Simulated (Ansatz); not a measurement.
Here is the system:

YbPd₂:
```yaml
crystal:
  lattice:
    - [-1.93271, 1.93271, 4.41812]
    - [1.93271, -1.93271, 4.41812]
    - [1.93271, 1.93271, -4.41812]
  atoms:
    - { symbol: Yb, position: [0.00000, 0.00000, 0.00000] }
    - { symbol: Pd, position: [0.75000, 0.25000, 0.50000] }
    - { symbol: Pd, position: [0.25000, 0.75000, 0.50000] }
```
The run is spin-polarised; directions of the spins, atom by atom: 0 0 0.

This is the PBE-relaxed structure.

**Question.** All from PBE in the plane-wave PAW code Ansatz, unless another level is named. Estimate the formation energy from the elements (no fitted shifts).

**Answer.** -0.43 eV/atom.

**Question.** Next, the density of states at the Fermi level?

**Answer.** 1.2 states/eV per atom (mean over ±0.08 eV).

Space group I4/mmm. The workflow started from an entry of the Crystallography Open Database (COD). Its standing as an ambient phase is unchecked. Symmetry was held in the PBE relaxation; its stability against distortions is not shown here. Magnetic state: ferromagnetic, the only order run, not a proven ground state. The volume moved by -19 % from the start of the relaxation. The volume fell by over 15 % from the filed cell, which may lack light atoms or belong to other conditions. Caveat: open 4f shells can settle in a state that is not the lowest. No Hubbard U is applied. The references are the lowest solids computed at this level, not always the standard phases. Spin–orbit coupling is left out wherever it is not named.

Potentials: the later of the program's two PAW sets.
